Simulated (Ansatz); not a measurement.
AlAs:
```xyz
2
Lattice="0.0000 2.8145 2.8145 2.8145 0.0000 2.8145 2.8145 2.8145 0.0000" Properties=species:S:1:pos:R:3 pbc="T T T"
As     4.2218     4.2218     4.2218
Al     0.0000     0.0000     0.0000
```

Relaxed with LDA.

Question: Give the optical modes at the zone centre with their infrared and Raman activity from DFPT, LDA (plane waves, PAW; program Ansatz).

Answer: Transverse frequencies, without the LO–TO term; a row sums one degenerate level.

```csv
ω (cm⁻¹),degeneracy,IR ((D/Å)²/amu),Raman (Å⁴/amu),activity,symmetry
358,3,16.10,210,IR+Raman,T2
```

Question: How high does the top mode go among those that the LO–TO term moves?

Answer: 395 cm⁻¹ for q along x.

Space group F-43m (zinc blende). Symmetry was held in the LDA relaxation; phonons on a q-mesh show no instability.

Potentials: the later of the program's two PAW sets.
